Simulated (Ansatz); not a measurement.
Take a crystal in which Ca has been replaced by Mg on all its sites, with the cell rescaled by a rough guess (in some cases also distorted within its space group) and nothing relaxed:

```yaml
crystal:
  lattice:
    - [-1.93698, 1.93698, 1.92899]
    - [1.93698, -1.93698, 1.92899]
    - [1.93698, 1.93698, -1.92899]
  atoms:
    - { symbol: Mg, position: [0.50000, 0.50000, 0.00000] }
```

Theory: Ansatz, DFT PBEsol, scalar-relativistic, plane waves, PAW.

Plane waves to 420 eV, a k mesh through Γ of 16×16×16 on the computed 1-atom cell and Gaussian smearing (0.10 eV); no spin polarisation.

Will this cell want to expand or contract, and how hard?

The pressure is -5.4 GPa (positive in compression), so the cell would contract.

Is it a metal on this mesh?

Yes, a band crosses the Fermi level.

This bcc form isn't the element's structure at ambient conditions.